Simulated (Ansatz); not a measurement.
MoHS2 in space group P6_3mc (No. 186; S on 2b, Mo on 2b, S on 2b, H on 2b), plane-wave PAW r²SCAN+D4 (Ansatz code), all energies at zero smearing, with the estimated change up to a 700 eV cutoff added, with one set of potentials and settings (totals compare only within such a set). Cell of 8 atoms (4 S, 2 Mo, 2 H): -13593.879 eV.

```json
[
 {"element": "S", "reference phase": "P2/c, 32 atoms in the cell", "E (eV/atom)": "-905.9104"},
 {"element": "Mo", "reference phase": "Im-3m, 1 atoms in the cell", "E (eV/atom)": "-4967.7974"},
 {"element": "H", "reference phase": "Cmce, 4 atoms in the cell", "E (eV/atom)": "-15.9523"}
]
```

Formation energy per atom, worked out: (-13593.879 − 4×(-905.9104) − 2×(-4967.7974) − 2×(-15.9523))/8 = -0.342 eV/atom (-33 kJ per mol of atoms), at 0 K, without zero-point energy or fitted corrections.

A made-up cell: these elements were put on the sites of a structure type; neither database checked (COD, Materials Project) lists it. Whether it is the stable phase at ambient conditions was not checked. The cell was relaxed with r²SCAN+D4 under the symmetry of its start; whether a distortion lowers the energy is not shown. No spin polarisation was allowed. The references are the lowest solids computed at this level, not always the standard phases (solids in place of the gases).

Potentials: the later of the program's two PAW sets.
